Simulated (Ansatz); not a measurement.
TiAl3 in space group Pmm2 (No. 25; Ti on 1b, Al on 1d, Al on 1c, Al on 1a), LDA (plane waves, PAW; program Ansatz), all energies at zero smearing, with the estimated change up to a 700 eV cutoff added, with one set of potentials and settings (totals compare only within such a set). Cell of 4 atoms (1 Ti, 3 Al): -3989.945 eV.

```tsv
element	reference phase	E (eV/atom)
Ti	P6/mmm, 3 atoms in the cell	-2450.3259
Al	Fm-3m, 1 atoms in the cell	-512.8755
```

Formation energy per atom, worked out: (-3989.945 − 1×(-2450.3259) − 3×(-512.8755))/4 = -0.248 eV/atom (-24 kJ per mol of atoms), at 0 K, without zero-point energy or fitted corrections.

The first step of the workflow began from a Materials Project structure, measured or hypothetical; the Crystallography Open Database copy checked does not list it. With Ti and Al taken as one species the cell has the higher symmetry P6_3/mmc, so it may be an ordered model of a mixed-site phase. Whether it is the stable phase at ambient conditions was not checked. The cell was relaxed with LDA under the symmetry of its start; its stability against distortions is not shown here. No spin polarisation was allowed. The references are the lowest solids computed at this level, not always the standard phases.

Potentials: the later of the program's two PAW sets.
